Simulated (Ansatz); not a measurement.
# Cs: computed property card

Cs:
Space group Fm-3m (No. 225); a = b = c = 7.5693 Å, α = β = γ = 90.00°

| atom | site | symmetry | x | y | z |
|---|---|---|---|---|---|
| Cs | 4a | m-3m | 0.0000 | 0.0000 | 0.0000 |
(The calculation used a cell of 1 atom; values per cell refer to that cell.)

Space group Fm-3m (No. 225), fcc (Cu type); conventional cell a = b = c = 7.569 Å, α = β = γ = 90.00°.

Method: plane-wave PAW PBEsol (Ansatz code). The cell and atoms are relaxed at this level. Other levels are named where they apply.

Cell and energy:

* **Volume per atom**: 108.42 Å³
* **Density**: 2.04 g/cm³

Electronic structure:

- Electronic character: metallic (no gap)
- Density of states at the Fermi level: 1.3 states/eV per atom (mean over ±0.08 eV)
- Gap with spin–orbit coupling: none (metallic)

Mechanics:

- Bulk modulus (Birch–Murnaghan fit) = 2.1 GPa
- Pressure derivative B′ = 3.4
- Elastic constants (relaxed ions, GPa) = C11 = 2.4, C12 = 1.9, C44 = 1.6
- Mechanical stability = stable (all eigenvalues of C positive)
- Hill bulk and shear moduli = 2.1 and 0.8 GPa
- Young's modulus = 2.0 GPa
- Poisson's ratio = 0.34
- Debye temperature from the elastic constants = 42.7 K

The first step of the workflow began from a Materials Project structure, measured or hypothetical; the Crystallography Open Database files this formula in space group No. 225, but the cells were not matched. It is not the phase usual at ambient conditions (space group No. 229). The cell was relaxed with PBEsol under the symmetry of its start; whether a distortion lowers the energy is not shown. As this level gives no gap, shear constants depend on the k-mesh and smearing (Fermi–Dirac, 0.1 eV here). Spin–orbit coupling is left out wherever it is not named.

Potentials: the earlier of the program's two PAW sets.
